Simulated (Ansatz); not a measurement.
Ir (diamond, Fd-3m) under volume change, PBE (plane waves, PAW; program Ansatz), scaled uniformly.

```tsv
V (Å³/atom)	E − E(relaxed) (meV/atom)	P (GPa)
19.636	121.7	22.04
20.284	50.7	13.35
20.931	11.9	6.08
21.579	0.0	0.00
22.226	10.6	-5.08
22.873	39.9	-9.31
23.521	84.9	-12.84
```

What does a third-order Birch–Murnaghan fit give for V₀, B₀ and B′?

V₀ = 21.58 Å³/atom, B₀ = 185 GPa, B′ = 5.0.

The start of the workflow was typed in or built on a structure type; neither database checked (COD, Materials Project) lists it. It is not the phase usual at ambient conditions (space group No. 225). The PBE relaxation kept the symmetry of its start; its stability against distortions is not shown here. No spin polarisation was allowed. Spin–orbit coupling is left out wherever it is not named.

Potentials: the earlier of the program's two PAW sets.
